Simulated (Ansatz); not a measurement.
A relaxation computed with Ansatz, from input to last step.

```yaml
crystal:
  lattice:
    - [3.6334991903, 0.0, 0.0]
    - [-1.8167495951, 3.1467026034, 0.0]
    - [0.0, 0.0, 5.9792556719]
  atoms:
    - { symbol: Ti, position: [0.0, 0.0, 0.5] }
    - { symbol: Ti, position: [0.0, 0.0, 0.0] }
    - { symbol: As, position: [0.6666666667, 0.3333333333, 0.75] }
    - { symbol: As, position: [0.3333333333, 0.6666666667, 0.25] }
basis:
  ecutwfc: 500
kpoints:
  mp_grid: { grid: [12, 12, 8] }
hamiltonian:
  xc: r2scan
scf:
  occupations: { method: gaussian, width: 0.1 }
output:
  forces: true
  stress: true
  eigenvalues: true
  write_density: true
  write_potential: true
  elf: true
  volumetric_format: npy
relax:
  adjacent_minimum: "off"
  f_tol: 0.01
  max_steps: 30
  cell: { stress_tol: 0.1, fix: [volume] }
```

```bash
ansatz run input.yaml --threads 1 --pin off --max-ram 2560MiB --backend cpu --events-out ev --progress --plain --runs-dir out
```

Computed with DFT r2SCAN, scalar-relativistic, plane waves, PAW in Ansatz 0.2.0.

The volume is held at 0.97 times that of the relaxed cell.

Of 3 frames 3 are shown, positions in Å and forces in eV/Å; the SCF threshold varies from step to step. Steps run on the plane waves of an earlier cell, with a Pulay correction in the pressure. The basis is chosen afresh for the last frame, the zero of the energies, and at times for earlier ones too; energy and pressure step there, also at an unchanged geometry.

```xyz
4
Lattice="3.6335 0.0000 0.0000 -1.8168 3.1467 0.0000 0.0000 0.0000 5.9793" Properties=species:S:1:pos:R:3:forces:R:3 pbc="T T T" step=1 free_energy_over_end_meV_per_atom=0.28 pressure_GPa=4.14
Ti    0.0000    0.0000    2.9896    0.0000    0.0000    0.0000
Ti    0.0000    0.0000    0.0000    0.0000    0.0000    0.0000
As    1.8168    1.0489    4.4844    0.0000    0.0000    0.0000
As    0.0000    2.0978    1.4948    0.0000    0.0000    0.0000
4
Lattice="3.6207 0.0000 0.0000 -1.8104 3.1356 0.0000 0.0000 0.0000 6.0216" Properties=species:S:1:pos:R:3:forces:R:3 pbc="T T T" step=2 free_energy_over_end_meV_per_atom=0.00 pressure_GPa=3.96
Ti    0.0000    0.0000    3.0108    0.0000    0.0000    0.0000
Ti    0.0000    0.0000    0.0000    0.0000    0.0000    0.0000
As    1.8104    1.0452    4.5162    0.0000    0.0000    0.0000
As    0.0000    2.0904    1.5054    0.0000    0.0000    0.0000
4
Lattice="3.6207 0.0000 0.0000 -1.8104 3.1356 0.0000 0.0000 0.0000 6.0216" Properties=species:S:1:pos:R:3:forces:R:3 pbc="T T T" step=3 free_energy_over_end_meV_per_atom=0.00 pressure_GPa=3.96
Ti    0.0000    0.0000    3.0108    0.0000    0.0000    0.0000
Ti    0.0000    0.0000    0.0000    0.0000    0.0000    0.0000
As    1.8104    1.0452    4.5162    0.0000    0.0000    0.0000
As    0.0000    2.0904    1.5054    0.0000    0.0000    0.0000
```

The run took 75 s on 1 thread of Arm Neoverse V2, on a shared host, peak memory 0.65 GiB.